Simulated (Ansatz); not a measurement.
A relaxed cell of La$_{2}$O$_{3}$ (P-3m1 (No. 164)), relaxed on a k-mesh at least as fine as the one used below. Calculation: r2SCAN (plane waves to 500 eV, PAW, scalar-relativistic; Ansatz, a first-principles code). Γ-centred k-mesh 7×7×4 on the run's cell (coarser than for final values), Fermi–Dirac smearing 0.05 eV.

```
CELL_PARAMETERS angstrom
      3.93519     0.00000     0.00000
     -1.96759     3.40797     0.00000
      0.00000     0.00000     6.12567
ATOMIC_POSITIONS crystal
  La 0.33333 0.66667 0.24612
  La 0.66667 0.33333 0.75388
  O  0.00000 0.00000 0.00000
  O  0.33333 0.66667 0.64612
  O  0.66667 0.33333 0.35388
```

The atoms are displaced by (Å):

```
atom      ux      uy      uz
----  ------  ------  ------
La1    0.074   0.169   0.137
La2   -0.225  -0.569   0.161
O3    -0.025  -0.738   0.143
O4    -0.268  -0.173  -0.208
O5     0.040   0.227   0.050
```

Task: What forces (eV/Å) and pressure result?

Result: 
```
atom     Fx     Fy     Fz
----  -----  -----  -----
La1   -0.38  -0.10  -1.10
La2    0.02   2.32  -0.51
O3     0.20   1.69  -2.70
O4     1.17  -1.11   3.54
O5    -1.01  -2.81   0.77
```

Pressure +8.4 GPa.

Task: Estimate the energy cost of the displacement in the harmonic approximation and compare with the calculation.

Result: For a harmonic well ΔE = −½ Σ F·u = 2.368 eV a cell, or 474 meV/atom. The calculated energy relative to the undisplaced cell is +0.502 eV/atom, so the harmonic estimate holds well.

No spin polarisation in the result.

The run that gave the undisplaced cell could not lose the symmetry of its start; a randomly shaken copy of 5 atoms returns to this structure.
